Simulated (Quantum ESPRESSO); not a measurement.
```yaml
crystal:
  lattice:
    - [4.56656, 0.00000, 0.00000]
    - [-2.28328, 3.95476, 0.00000]
    - [0.00000, 0.00000, 7.40217]
  atoms:
    - { symbol: Pb, position: [0.00000, 0.00000, 0.00000] }
    - { symbol: I, position: [0.66667, 0.33333, 0.74181] }
    - { symbol: I, position: [0.33333, 0.66667, 0.25819] }
```
The cell was made here from a computed Materials Project entry: strained by +2 % along the unique axis and by -1 % across it, atoms relaxed (PBE without dispersion, pw.x of a modified build of Quantum ESPRESSO, symmetry kept). The parent is PbI2 in P-3m1. Stability against distortions was not tested. The layers lie 3.6 Å apart; this gap hangs on dispersion, and neither it nor the stacking was checked against the measured crystal.

A lattice sum over point charges, one formal value an element (Pb +2, I -1), with no Sternheimer factor, costs far less than a self-consistent run. Taken along the main axis of each site's self-consistent tensor, it gives:

| site | V along that axis, point charges (a.u.) |
|---|---|
| Pb (atom 1) | -0.017 |
| I (atoms 2, 3) | 0.001 |

Question: How do the values of a PBE PAW density (pw.x of Quantum ESPRESSO, JTH datasets) with the all-electron reconstruction of Petrilli and co-workers compare?

Answer: 
```tsv
site	Vzz, PAW (a.u.)	PAW over point charges
Pb	0.088	-5.2
I	0.269	–
```
Along that axis the sign differs on Pb.  Cores are frozen. Pb, I had no test against all-electron runs. Spin–orbit coupling is left out, a limit on Pb, I.
